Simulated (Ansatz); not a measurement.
# MgO: computed property card

MgO:
```cif
data_Mg4O4
_chemical_formula_sum 'Mg4 O4'
_space_group_name_H-M_alt 'P63mc'
_space_group_IT_number 186
_space_group_name_Hall 'P 6c -2c'
_cell_length_a 3.24678
_cell_length_b 3.24678
_cell_length_c 10.39602
_cell_angle_alpha 90.000
_cell_angle_beta 90.000
_cell_angle_gamma 120.000
loop_
_atom_site_label
_atom_site_type_symbol
_atom_site_symmetry_multiplicity
_atom_site_Wyckoff_symbol
_atom_site_fract_x
_atom_site_fract_y
_atom_site_fract_z
_atom_site_occupancy
Mg1 Mg 2 b 0.66667 0.33333 0.46954 1
Mg2 Mg 2 a 0.00000 0.00000 0.22089 1
O1 O 2 b 0.66667 0.33333 0.27997 1
O2 O 2 a 0.00000 0.00000 0.02959 1
```

Space group P6_3mc (No. 186); conventional cell a = b = 3.247 Å, c = 10.396 Å, α = β = 90.00°, γ = 120.00°.

Method: DFT-r²SCAN in the program Ansatz with PAW potentials. Structure relaxed to zero pressure with the same functional. Other levels are named where they apply.

**Cell and energy**

* **Volume per atom**: 11.86 Å³
* **Density**: 2.82 g/cm³
* **Formation energy from the elements (no fitted shifts)**: -2.82 eV/atom

**Electronic structure**

- Band gap = 4.31 eV (direct)
- Valence-band maximum = at Γ
- Conduction-band minimum = at Γ
- Electron effective mass = 0.36 mₑ (isotropic)
- Hole effective mass = 0.42, 9.4, 9.4 mₑ (principal values)
- HSE06 gap on the r²SCAN cell = 5.24 eV

**Mechanics**

Bulk modulus (Birch–Murnaghan fit): 125 GPa
Pressure derivative B′: 4.0

**Charges**

* **Bader charges**: Mg +1.73, O -1.73 e

The first step of the workflow began from a Materials Project structure, measured or hypothetical; the Crystallography Open Database copy checked does not list it. It is not the phase usual at ambient conditions (space group No. 225). Symmetry was held in the r²SCAN relaxation; whether a distortion lowers the energy is not shown. The references are the lowest solids computed at this level, not always the standard phases (solids in place of the gases).

Potentials: the later of the program's two PAW sets.
